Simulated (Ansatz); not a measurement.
BaTiHO2:
Space group P4/mmm (No. 123); a = b = 3.994 Å, c = 3.914 Å, α = β = γ = 90.00°

| atom | site | symmetry | x | y | z |
|---|---|---|---|---|---|
| Ba | 1d | 4/mmm | 0.5000 | 0.5000 | 0.5000 |
| Ti | 1a | 4/mmm | 0.0000 | 0.0000 | 0.0000 |
| O | 2f | mmm. | 0.0000 | 0.5000 | 0.0000 |
| H | 1b | 4/mmm | 0.0000 | 0.0000 | 0.5000 |
The run is spin-polarised.

Relaxed at zero pressure with PBEsol (plane waves, PAW; program Ansatz).

### Question
The volume is raised by 6 % and shape and atoms relax at that volume. What pressure results, and how do the axes share the change?

### Answer
-6.5 GPa; a 1.4 %, b 1.4 %, c 3.1 %; the energy rises by 16 meV/atom.

### Question
Give the new structure.

### Answer

Space group P4/mmm (No. 123); a = b = 4.0506 Å, c = 4.0337 Å, α = β = γ = 90.00°

| atom | site | symmetry | x | y | z |
|---|---|---|---|---|---|
| Ba | 1d | 4/mmm | 0.5000 | 0.5000 | 0.5000 |
| Ti | 1a | 4/mmm | 0.0000 | 0.0000 | 0.0000 |
| O | 2f | mmm. | 0.0000 | 0.5000 | 0.0000 |
| H | 1b | 4/mmm | 0.0000 | 0.0000 | 0.5000 |

The phase is kept; no other phase was compared at this pressure.

The start of the workflow was typed in or built on a structure type; neither database checked (COD, Materials Project) lists it. Its standing as an ambient phase is unchecked. The cell was relaxed with PBEsol under the symmetry of its start; whether a distortion lowers the energy is not shown. The final state is ferromagnetic, chosen from 4 collinear starts compared on coarse meshes (ties went to the first, and starts can fall back to one state), not a proven ground state. No Hubbard U is applied. Scalar-relativistic: spin–orbit coupling is off unless named, which matters more the heavier the elements.

Potentials: the earlier of the program's two PAW sets.
